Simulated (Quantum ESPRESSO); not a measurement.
## Solid-state NMR card for KI (changed cell)

```
KI
1.0
    0.00000     3.52472     3.57786
    3.52472     0.00000     3.57786
    3.52472     3.52472     0.00000
K I
1 1
Direct
  0.00000   0.00000   0.00000
  0.50000   0.50000   0.50000
```
The cell was made here from a computed Materials Project entry: strained by +1 % along the cube axis and by -0.5 % across it, atoms relaxed (PBE without dispersion, pw.x of a modified build of Quantum ESPRESSO, symmetry kept). The parent is KI in Fm-3m. Stability against distortions was not tested.

These are absolute shieldings with no macroscopic susceptibility term; δ = σ_ref − σ needs a reference computed alike. By our sweeps, such settings leave a few ppm in absolute σ on light atoms and up to some 20 ppm from Zn on. No spin–orbit coupling; I is the heaviest element present. No d partial waves on I: the paramagnetic term there is incompletely reconstructed. The structure is static (0 K, no zero-point motion).

Ω = σ33 − σ11 of the symmetric part; where symmetry doesn't make it nil, it is less certain than σ_iso.

What do the calculations give at each independent site (shieldings by GIPAW with PBE in Quantum ESPRESSO, on JTH PAW datasets, 20 Ha, k-mesh 5×5×5 shifted, f-sum rule met within 0.004 %)?


| site | site symmetry | σ_iso (ppm) | span Ω (ppm) |
|---|---|---|---|
| K (atom 1) | 4/mmm | 1143 | 9 |
| I (atom 2) | 4/mmm | 4867 | 24 |
